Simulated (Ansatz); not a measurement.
CuI:
```xyz
2
Lattice="0.0000 3.0114 3.0114 3.0114 0.0000 3.0114 3.0114 3.0114 0.0000" Properties=species:S:1:pos:R:3 pbc="T T T"
I      4.5172     4.5172     4.5172
Cu     0.0000     0.0000     0.0000
```

Cartesian axes are those of the cell as given.

Problem. Give the high-frequency dielectric tensor and the Born effective charge tensors of the independent atoms from DFPT, DFT-r²SCAN in the program Ansatz with PAW potentials.

Solution. 
ε∞:
```
5.70  0.00  0.00
0.00  5.70  0.00
0.00  0.00  5.70
```
Z* of atom 1 (I), rows: field, columns: displacement, in e:
```
-1.04   0.00   0.00
 0.00  -1.04   0.00
 0.00   0.00  -1.04
```
Z* of atom 2 (Cu), rows: field, columns: displacement, in e:
```
1.04  0.00  0.00
0.00  1.04  0.00
0.00  0.00  1.04
```

Static charges for comparison (Bader): I1 -0.38, Cu2 +0.38 e. Born charges measure polarisation by displacement and can exceed these by far.

Space group F-43m (zinc blende). The r²SCAN relaxation kept the symmetry of its start. No spin polarisation was allowed. Spin–orbit coupling is left out wherever it is not named.

Potentials: the later of the program's two PAW sets.
